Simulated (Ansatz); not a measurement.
Ansatz (an electronic-structure program) input:

Ansatz 0.2 input:
```yaml
crystal:
  lattice:
    - [0.0, 2.8424801449, 2.8424801449]
    - [2.8424801449, 0.0, 2.8424801449]
    - [2.8424801449, 2.8424801449, 0.0]
  atoms:
    - { symbol: V, position: [0.0, 0.0, 0.0], spin: 3.12 }
    - { symbol: V, position: [0.25, 0.25, 0.25], spin: 3.12 }
kpoints:
  mp_grid: { grid: [12, 12, 12] }
hamiltonian:
  xc: r2scan
  pseudopotentials: { azcp: { folder: ./paw }, kind: paw }
magnetization: { spin_polarized: true }
scf:
  occupations: { method: gaussian, width: 0.1 }
checkpoint: { read: metal.run }
output: { bader: true, populations: true }
```

Output (shortened):

```
Pseudopotentials: kind: paw
Pseudopotential: V, paw, valence charge 13
Functional definition: r2SCAN
Crystal: 2 atoms, lattice volume = 45.933 Å³
Basis set: ecut = 500 eV, 1211 PW (Γ), exchange–correlation on 120×120×120 points (64 copies of the dense FFT grid, shifted against one another)
Bands: 25, of which v1, the nominal top of the filled ones, is band 13 counted from 1 (12 counted from 0)
Symmetry: 48 space group operations
Space group: Fd-3m (ITA 227), of the structure as read, at distance tolerance 3.6e-5 Å
k-points: 72 of 1728
PAW frozen core: V, regenerated for the run's functional
Initial density: read from a saved state, or passed on in memory by an earlier SCF of this step, an earlier step, the calling program or the single point that …
Stability of the state it starts from, as read at its close in the collinear treatment (another_mixer)
Starting moments: Σ|m| = 6.24 μB on 2 of 2 sites; this step starts from the density that it was given
Initial wavefunctions: pseudopotential atomic-orbital guess
Eigensolver: davidson
Functional: x = r2scan, c = r2scan; τ floored in thin density (d = 2e-4 eV/Å³)
iter 1 solved again at ethr=5.01e-8 eV; its pass at ethr=3.10e-3 eV (dr2=1.30e-5 eV) is discarded
SCF iter   1: F=—  HF=-5829.790701 eV  |F-HF|=—  |Δ(HF+E_count)|=         —  Δρ=2.18e-7 (↑1.03e-7 ↓2.18e-7)  dr2=1.42e-11  dr2_τ=3.03e-12  dr2_m=5.37e-12  M=6.300 μB ∫|m|=6.426 μB  β_m=1.20  ethr=5.01e-8  ⟨swp⟩=3.0  Hψ=22865  notcnv=0
all-band conjugate gradients solve this SCF's bands
preconditioner: auto → Kerker (q_TF=auto, 2.481 Å⁻¹)
spin=Collinear: Kerker preconditioning applied to the charge; magnetization (m = ρ↑ − ρ↓) channel mixes plain (no charge-response kernel on spin).
SCF iter   2: F=-5829.790701 eV  HF=-5829.790701 eV  |F-HF|=0.00e0  |Δ(HF+E_count)|=   2.33e-9  Δρ=1.28e-7 (↑1.11e-7 ↓1.28e-7)  dr2=2.50e-12  dr2_τ=2.46e-12  dr2_m=5.66e-12  M=6.300 μB ∫|m|=6.426 μB  ethr=1.00e-12  ⟨swp⟩=5.4  Hψ=10800  notcnv=0
SCF 1 converged in 2 iterations: F = -5829.790701 eV  dr2 = 2.50e-12
Stability not checked (another_mixer)
SCF converged after 2 iterations
Magnetization: 6.3002 μB (16.1501 up, 9.8499 down)
Absolute magnetization: 6.4260 μB (∫|ρ↑−ρ↓|, with the PAW one-centre terms)
Spin contamination: 0.0806 ħ² per cell (⟨S²⟩ above its minimum at these occupations)
Per-site moments (μB) at R_I (Å): [(2.489640658964357, 1.0154347562849624), (2.4896406589643565, 1.0154347562849624)]
Free energy (F): -5829.790701 eV
Harris-Foulkes:  -5829.790701 eV  (|F-HF|=0.00e0)
Internal energy: -5829.782026 eV  (E = F + TS)
E sigma→0 (E₀):  -5829.786363 eV
Entropy (-TS):   -0.008675 eV (-4.337 meV/atom)
Fermi energy:    8.915989 eV
--- Per-component energies (eV) ---
  E_band       = -526.743555
  E_kinetic    = 589.742955
  E_local      = -3045.257617  (includes V_loc(G=0)·N_el)
  E_nonlocal   = 174.808544
  E_hartree    = 1250.960728
  E_xc         = -216.649634
  E_vxc        = -317.594266  (∫ρ·V_xc dr)
  E_paw        = -2276.949766  (= ΣΔE_a)
  E_vpaw       = -453.553756  (= ΣTr[D̂ρ^β])
  E_aug_tail   = 0.001193  (compensation charges beyond the density's cutoff)
  E_vtau       = 23.187997  (kinetic-family band-sum trace: ∫τ·v_τ [+ j·A + Jᵃ·Aᵃ] dr)
  E_ewald      = -2305.906868
  E_core_change = -0.531560  (= ΣΔE_core)
  E_smearing   = -0.008675  (= −TS)
  E_closure    = 0.000000  (closes the sum)
  Σ components = -5829.790701   (vs F -5829.790701, Δ=0.00e0)
  [band-id]    e_kinetic+e_local+e_nonlocal+2·e_hartree+e_vxc+e_vpaw+e_augmentation_tail+e_vtau = -526.743495   (vs E_band -526.743555, Δ=6.01e-5)
--- Band table (eV; the first three rows and the last of 144) ---
  k-point 0 ↑: bands = ["-59.3721", "-59.0408", "-32.2752", "-32.2752", "-32.2752", "-31.7264", "-31.7264", "-31.7264", "2.5779", "6.3377", "6.3377", "6.3477", "6.3477", "6.3477", "8.5054", "8.5054", "8.5054", "10.1010", "10.1010", "19.4370", "19.4370", "19.4370", "19.6933", "19.6933", "19.6933"]
  k-point 1 ↑: bands = ["-59.3679", "-59.0450", "-32.2796", "-32.2796", "-32.2743", "-31.7281", "-31.7221", "-31.7221", "2.6891", "6.1937", "6.1937", "6.3544", "6.5272", "6.5272", "8.4186", "8.4944", "8.4944", "10.0988", "10.0988", "17.6186", "18.7269", "18.7269", "20.1802", "20.4730", "20.4730"]
  k-point 2 ↑: bands = ["-59.3559", "-59.0573", "-32.2911", "-32.2911", "-32.2717", "-31.7325", "-31.7105", "-31.7105", "3.0144", "6.1062", "6.1062", "6.3797", "6.6988", "6.6988", "8.1746", "8.4854", "8.4854", "10.0868", "10.0868", "15.6780", "17.9766", "17.9766", "19.6942", "21.2071", "21.2071"]
  k-point 71 ↓: bands = ["-55.9798", "-55.9798", "-29.0931", "-29.0931", "-28.7430", "-28.7430", "-28.3908", "-28.3908", "7.7307", "7.7307", "10.0931", "10.0931", "10.5725", "10.5725", "10.7050", "10.7050", "13.3920", "13.3920", "13.4603", "13.4603", "13.6506", "13.6506", "22.3520", "22.3520", "24.3794"]
  band table: 25 of 25 bands, residual norms ≤ 1.0e-3 eV
--- Löwdin populations: 2 sites ---
  site symbol       q [e]    m [muB]
     0      V     12.8069     3.1236
     1      V     12.8069     3.1236
  spilling = 0.014857 (of n_electrons = 26.000000)
--- Bader charges: 2 sites ---
  site symbol  charge [e]  shift [e]    m [muB]
     0      V      0.0000     0.0000     3.1501
     1      V      0.0000     0.0000     3.1501
  shift: an alarm, by how much a part of what the PAW files miss would move the charge. Where it is large, compare
  with a run on PAW files of another source; a small one proves nothing
  estimated error of the sums over rays = 1.2e-4 e
```

Cost: roughly 30 core-seconds on shared cores.

The start of the workflow was typed in or built on a structure type; neither database checked (COD, Materials Project) lists it. It is not the phase usual at ambient conditions (space group No. 229). The cell was relaxed with r²SCAN under the symmetry of its start; whether a distortion lowers the energy is not shown. Magnetic state: ferromagnetic, chosen from 4 collinear starts compared on coarse meshes (ties went to the first, and starts can fall back to one state), not a proven ground state. The program gave a warning on the electronic state, which may not be the lowest.

Potentials: the earlier of the program's two PAW sets.

Ansatz is a plane-wave DFT program.
